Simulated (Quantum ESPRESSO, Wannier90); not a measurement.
**InGaAs$_{2}$ (R3m), plane waves to Wannier functions**

```xyz
4
Lattice="-2.1144 3.6623 0.0000 -4.2288 0.0000 0.0000 -2.1144 1.2208 6.9005" Properties=species:S:1:pos:R:3 pbc="T T T"
In    -2.1144     1.2208    -0.8657
Ga     0.0000     0.0000     2.5833
As     0.0000     0.0000     0.0983
As     2.1144    -1.2208     3.3592
```

Materials Project entry mp-1223791; symmetrised, unrelaxed at this level. Not found in the COD (Crystallography Open Database) copy used; not checked further. Computed values, not measurements, from PBEsol: Quantum ESPRESSO (norm-conserving PseudoDojo potentials, cutoff 68 Ry, spinors with spin-orbit coupling) on a Γ-centred 4×4×4 mesh, then Wannier90. Density: 8×8×8 mesh, cold smearing 0.01 Ry. With spin-orbit coupling a semilocal functional can close or falsely invert a small gap; the band order was not checked against a better method.

A tight-binding model is made by disentanglement and projection with no localisation steps (num_iter = 0), so the 32 orbitals stay atom-like: hydrogen-like In: s;p; Ga: s;p; As: s;p, axes along x, y, z; frozen window up to 3.00 eV relative to the Fermi level. It follows pw.x to 39 meV rms for states up to 1.0 eV relative to the Fermi level. Matrix elements depend on this choice of orbitals and windows.

The 45 largest hoppings ⟨m,0|H|n,R⟩ between different sites (one of each Hermitian pair; signs follow the real orbitals' lobes; the list may end inside a set of equal values):

```tsv
m	n	R	distance of the centres (Å)	t (eV)	Im t (eV)
As3 pz↑	Ga2 pz↑	0 0 0	2.91	2.613	0.000
As3 pz↓	Ga2 pz↓	0 0 0	2.91	2.613	0.000
In1 pz↑	As4 pz↑	1 1 -1	3.08	2.369	0.000
In1 pz↓	As4 pz↓	1 1 -1	3.08	2.369	0.000
As3 pz↑	Ga2 s↑	0 0 0	2.68	-2.260	0.000
As3 pz↓	Ga2 s↓	0 0 0	2.68	-2.260	0.000
As3 s↑	Ga2 pz↑	0 0 0	2.75	2.233	0.000
As3 s↓	Ga2 pz↓	0 0 0	2.75	2.233	0.000
Ga2 py↑	As4 py↑	1 0 0	2.94	2.154	0.000
Ga2 py↓	As4 py↓	1 0 0	2.94	2.154	0.000
In1 py↑	As3 py↑	1 0 0	3.04	1.971	0.000
In1 py↓	As3 py↓	1 0 0	3.04	1.971	0.000
Ga2 s↑	As4 py↑	1 0 0	2.72	1.965	0.000
Ga2 s↓	As4 py↓	1 0 0	2.72	1.965	0.000
In1 s↑	As4 pz↑	1 1 -1	2.87	-1.949	0.000
In1 s↓	As4 pz↓	1 1 -1	2.87	-1.949	0.000
Ga2 py↑	As4 s↑	1 0 0	2.79	-1.945	0.000
Ga2 py↓	As4 s↓	1 0 0	2.79	-1.945	0.000
In1 s↑	As3 py↑	1 0 0	2.78	1.944	0.000
In1 s↓	As3 py↓	1 0 0	2.78	1.944	0.000
In1 pz↑	As4 s↑	1 1 -1	2.89	1.864	0.000
In1 pz↓	As4 s↓	1 1 -1	2.89	1.864	0.000
In1 py↑	As3 s↑	1 0 0	2.87	-1.808	0.000
In1 py↓	As3 s↓	1 0 0	2.87	-1.808	0.000
As4 px↑	Ga2 s↑	0 0 0	2.65	1.702	0.003
As4 px↓	Ga2 s↓	0 0 0	2.65	1.702	-0.003
Ga2 s↑	As4 px↑	0 1 0	2.65	-1.702	-0.003
Ga2 s↓	As4 px↓	0 1 0	2.65	-1.702	0.003
As4 s↑	Ga2 px↑	0 0 0	2.69	-1.684	0.001
As4 s↓	Ga2 px↓	0 0 0	2.69	-1.684	-0.001
Ga2 px↑	As4 s↑	0 1 0	2.69	1.684	-0.001
Ga2 px↓	As4 s↓	0 1 0	2.69	1.684	0.001
As3 px↑	In1 s↑	0 0 0	2.71	1.683	0.003
As3 px↓	In1 s↓	0 0 0	2.71	1.683	-0.003
In1 s↑	As3 px↑	0 1 0	2.71	-1.683	-0.003
In1 s↓	As3 px↓	0 1 0	2.71	-1.683	0.003
In1 px↑	As3 s↑	0 1 0	2.77	1.566	-0.002
In1 px↓	As3 s↓	0 1 0	2.77	1.566	0.002
As3 s↑	In1 px↑	0 0 0	2.77	-1.566	0.002
As3 s↓	In1 px↓	0 0 0	2.77	-1.566	-0.002
As3 s↑	Ga2 s↑	0 0 0	2.52	-1.409	0.000
As3 s↓	Ga2 s↓	0 0 0	2.52	-1.409	0.000
As4 px↑	Ga2 py↑	0 0 0	2.60	-1.396	0.009
As4 px↓	Ga2 py↓	0 0 0	2.60	-1.396	-0.009
Ga2 px↑	As4 py↑	0 1 0	2.66	1.396	0.006
```
